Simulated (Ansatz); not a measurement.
BiTeI:
Space group P3m1 (No. 156); a = 4.301 Å, b = 4.301 Å, c = 6.677 Å, α = 90.00°, β = 90.00°, γ = 120.00°

```tsv
atom	site	symmetry	x	y	z
Bi	1a	3m.	0.0000	0.0000	0.9208
Te	1c	3m.	0.6667	0.3333	0.6666
I	1b	3m.	0.3333	0.6667	0.2319
```

Relaxed with LDA. The program Ansatz at the LDA level (PAW) gives a gap of 1.01 eV.

What gap does HSE06 give on the same cell (Ansatz, PAW)?

1.53 eV, 0.53 eV more. The hybrid was solved on a coarser mesh and at special points; the gap given is the minimum over both.

```json
[
 {"k": "Γ", "v1 LDA": "-0.92", "c1 LDA": "1.54", "v1 HSE06": "?", "c1 HSE06": "?"},
 {"k": "A", "v1 LDA": "-0.01", "c1 LDA": "1.01", "v1 HSE06": "0.00", "c1 HSE06": "1.53"},
 {"k": "K", "v1 LDA": "-1.75", "c1 LDA": "3.42", "v1 HSE06": "?", "c1 HSE06": "?"},
 {"k": "H", "v1 LDA": "-0.53", "c1 LDA": "1.69", "v1 HSE06": "?", "c1 HSE06": "?"},
 {"k": "M", "v1 LDA": "-0.52", "c1 LDA": "1.38", "v1 HSE06": "?", "c1 HSE06": "?"},
 {"k": "L", "v1 LDA": "-1.15", "c1 LDA": "1.94", "v1 HSE06": "-1.40", "c1 HSE06": "2.48"}
]
```

Top valence (v1) and lowest conduction level (c1) in eV from each method's valence maximum (which need not be a listed point): supply the withheld HSE06 values.


- K, v1 HSE06: -1.95
- K, c1 HSE06: 4.04
- M, v1 HSE06: -0.67
- M, c1 HSE06: 1.90
- H, v1 HSE06: -0.66
- H, c1 HSE06: 2.21
- Γ, v1 HSE06: -1.02
- Γ, c1 HSE06: 2.03

Cost on shared cores: the LDA run (SCF on a 8×8×4 mesh, then bands and DOS) about 80 core-seconds (a rough figure), the HSE06 run (SCF on 6×6×3, then a few points) very roughly 4 core-minutes; the tasks are unlike.

The first step of the workflow began from a Materials Project structure, measured or hypothetical; the Crystallography Open Database files this formula in space group No. 156, but the cells were not matched. Its standing as an ambient phase is unchecked. Symmetry was held in the LDA relaxation; its stability against distortions is not shown here. A crystal of weakly bound layers computed without a dispersion correction: the cell and the soft elastic constants depend strongly on that. Scalar-relativistic: spin–orbit coupling is off unless named, which matters more the heavier the elements.

Potentials: the later of the program's two PAW sets.
